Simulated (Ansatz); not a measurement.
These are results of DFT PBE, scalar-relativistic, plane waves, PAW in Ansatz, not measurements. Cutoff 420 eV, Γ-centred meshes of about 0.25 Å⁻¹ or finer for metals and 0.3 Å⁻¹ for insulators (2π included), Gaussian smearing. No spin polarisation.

This relaxed Al4BSbP2 cell comes from a structure search over trial cells.

```cif
data_structure
_symmetry_space_group_name_H-M 'I-42m'
_symmetry_Int_Tables_number 121
_cell_length_a 5.3152
_cell_length_b 5.3152
_cell_length_c 11.8133
_cell_angle_alpha 90.000
_cell_angle_beta 90.000
_cell_angle_gamma 90.000
_cell_volume 333.75
loop_
_atom_site_label
_atom_site_type_symbol
_atom_site_symmetry_multiplicity
_atom_site_Wyckoff_symbol
_atom_site_fract_x
_atom_site_fract_y
_atom_site_fract_z
_atom_site_occupancy
Al1 Al 8 i 0.79783 0.79783 0.37011 1
B1 B 2 b 0.50000 0.50000 0.00000 1
Sb1 Sb 2 a 0.00000 0.00000 0.00000 1
P1 P 4 d 0.00000 0.50000 0.25000 1
```

Question: Is it a true minimum?

Answer: As far as tested, yes. The phonons on a 2×2×2 q mesh of the computed 8-atom cell show no imaginary mode. (Phonon run: 6×6×6 k mesh, Gaussian smearing of 0.10 eV.) With atoms moved at random, it ended within 5 meV/atom of its own energy, in a cell of lower symmetry. The optical modes at Γ run from 95 to 657 cm⁻¹, and the highest mode on the mesh lies at 668 cm⁻¹. Al is surrounded by 1 B at 2.16 Å, 2 P at 2.38 Å and 1 Sb at 2.71 Å; B is surrounded by 4 Al at 2.16 Å; Sb is surrounded by 4 Al at 2.71 Å; around P lie 4 Al at 2.38 Å.

Spin–orbit coupling, which can matter for Sb, is left out. Phonons of metals hang on the k mesh and the smearing.
